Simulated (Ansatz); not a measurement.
BAs:
```
CELL_PARAMETERS angstrom
      0.00000     2.36615     2.36615
      2.36615     0.00000     2.36615
      2.36615     2.36615     0.00000
ATOMIC_POSITIONS crystal
  As 0.75000 0.75000 0.75000
  B  0.00000 0.00000 0.00000
```

x, y and z are the axes in which the lattice vectors are written.

### Question
Give the proper piezoelectric stress tensor with relaxed ions from the program Ansatz at the LDA level (PAW).

### Answer
In C/m², rows x, y, z, Voigt columns; mesh uncertainty up to 0.01.
```
0.00  0.00  0.00  0.15  0.00  0.00
0.00  0.00  0.00  0.00  0.15  0.00
0.00  0.00  0.00  0.00  0.00  0.15
```

The elastic tensor of the same run (GPa):

```
 290  75.8  75.8   0.0   0.0   0.0
75.8   290  75.8   0.0   0.0   0.0
75.8  75.8   290   0.0   0.0   0.0
 0.0   0.0   0.0   156   0.0   0.0
 0.0   0.0   0.0   0.0   156   0.0
 0.0   0.0   0.0   0.0   0.0   156
```

### Question
Convert to strain constants d = e·S.

### Answer
In pC/N:
```
0.0  0.0  0.0  1.0  0.0  0.0
0.0  0.0  0.0  0.0  1.0  0.0
0.0  0.0  0.0  0.0  0.0  1.0
```

Space group F-43m (zinc blende). Symmetry was held in the LDA relaxation; phonons on a q-mesh show no instability.

Potentials: the later of the program's two PAW sets.
